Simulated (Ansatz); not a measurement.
## H$_{4}$BrN: levels and charges under dearer methods

A database entry relaxed whole under r2SCAN at zero pressure (P-43m, No. 215):

```
CELL_PARAMETERS angstrom
4.02620 0.00000 0.00000
0.00000 4.02620 0.00000
0.00000 0.00000 4.02620
ATOMIC_POSITIONS crystal
H 0.14791 0.14791 0.14791
H 0.14791 0.85209 0.85209
H 0.85209 0.85209 0.14791
H 0.85209 0.14791 0.85209
Br 0.50000 0.50000 0.50000
N 0.00000 0.00000 0.00000
```

Its volume is 10.88 Å³ an atom, +2.0 % against the entry's 10.67, which is old or was flagged in a check.

Single points on this cell with plane-wave PAW DFT (Ansatz 0.2.0; r2SCAN 500 eV, hybrids 420 eV; fermi-dirac occupations of width 0.020 eV; no moments): r2SCAN on a 8×8×8 Γ-centred mesh; HSE06 on a 6×6×6 Γ-centred mesh; PBE0 on a 6×6×6 Γ-centred mesh.

Task: How do gap, pressure and charges move from level to level?

Result: The runs give:

```
 level  gap (eV), or kind  pressure (GPa)  Bader charge of H (e)  Bader charge of Br (e)  Bader charge of N (e)
r2SCAN               4.73             0.0                  +0.47                   -0.76                  -1.13
 HSE06               5.35             0.4                  +0.48                   -0.77                  -1.15
  PBE0               6.06             0.3                  +0.48                   -0.77                  -1.15
```

Under r2SCAN the gap is 4.73 eV, over mesh and band path. HSE06 moves it by +0.63 eV and PBE0 by +1.33 eV; PBE0 keeps its exact exchange at long range, which widens the gap over HSE06's by 0.70 eV on their common mesh.

Caveats: the relaxation kept the start's symmetry; HSE06 is read on its mesh and at the zone's corners, PBE0 on its mesh alone; hybrid pressures are good to a few tenths of a GPa; no spin-orbit coupling, which narrows gaps of heavier elements; pressure is positive in compression.
